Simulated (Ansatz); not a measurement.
A distorted cell of CsSnI₃ (cubic perovskite):

```
CsSnI3
1.0
    6.00267     0.00000     0.00000
    0.00000     6.00267     0.00000
    0.00000     0.00000     5.88262
Cs Sn I
1 1 3
Direct
  0.00000   0.00000   0.00000
  0.50000   0.50000   0.50000
  0.00000   0.50000   0.50000
  0.50000   0.50000   0.00000
  0.50000   0.00000   0.50000
```

The numbers are results of PBEsol (plane waves to 420 eV, PAW, scalar-relativistic; Ansatz, a program for electronic structure), not measurements. k mesh 8×8×8 (Γ-centred), Fermi-Dirac smearing 0.05 eV. E stands for the smeared free energy. Stress and pressure are positive under compression. CsSnI3 was relaxed with its symmetry unable to fall. Spin-orbit coupling is left out, though I is heavy. This is a high-temperature form of CsSnI3.

### Question
What is the stress tensor (GPa)?

### Answer
```
   1.48     0.00     0.00
   0.00     1.48     0.00
   0.00     0.00     2.64
```
The pressure, a third of the trace, is 1.87 GPa.

### Question
It is the relaxed cell deformed to V/V₀ = 0.920, (c/a)/(c/a)₀ = 0.980, c along z, fractional positions held. What is its energy relative to the relaxed cell?

### Answer
21.6 meV/atom.

(A scan under strain: stresses follow from slopes of the energy per volume, elastic moduli from its curvatures.)
